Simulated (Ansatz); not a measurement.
Here is the system:

B4C:
```
B4C
1.0
    4.37133     2.78984     0.00000
   -4.37133     2.78984     0.00000
   -2.41766     0.00000     4.40833
B C
12 3
Cartesian
 -2.09901   2.78984   3.69576
  0.25436   1.89193   2.13349
  0.25436   3.68775   2.13349
 -2.69438   3.69655   2.22813
 -2.69438   1.88313   2.22813
 -2.12408   2.78984   0.79720
 -0.30539   2.78984   3.57927
 -1.17901   1.36987   3.06407
 -1.17901   4.20981   3.06407
 -1.25268   4.22298   1.31722
 -1.25268   1.35670   1.31722
 -6.75619   2.78984   4.35487
 -0.39571   2.78984   0.77426
 -5.40383   2.78984   3.88503
  3.05871   2.78984   0.45669
```

This is the PBEsol-relaxed structure. x, y and z are the axes in which the lattice vectors are written.

**Question.** All from PBEsol in the plane-wave PAW code Ansatz, unless another level is named. Predict the electronic dielectric constant ε∞ (DFPT).

**Answer.** 7.16 (xx), 7.19 (yy), 7.04 (zz).

**Question.** What about the static dielectric constant ε0 (ions relaxed, cell fixed)?

**Answer.** 7.60 (xx), 8.89 (yy), 8.74 (zz).

**Question.** Next, the Born charges (a third of the trace)?

**Answer.** B -0.20 to +2.47, C -1.86 to -0.67 e.

Space group Cm. The workflow started from a Materials Project entry (that database holds measured and hypothetical structures alike); the Crystallography Open Database copy checked does not list it. Whether it is the stable phase at ambient conditions was not checked. The cell was relaxed with PBEsol under the symmetry of its start; phonons on a q-mesh show no instability.

Potentials: the later of the program's two PAW sets.
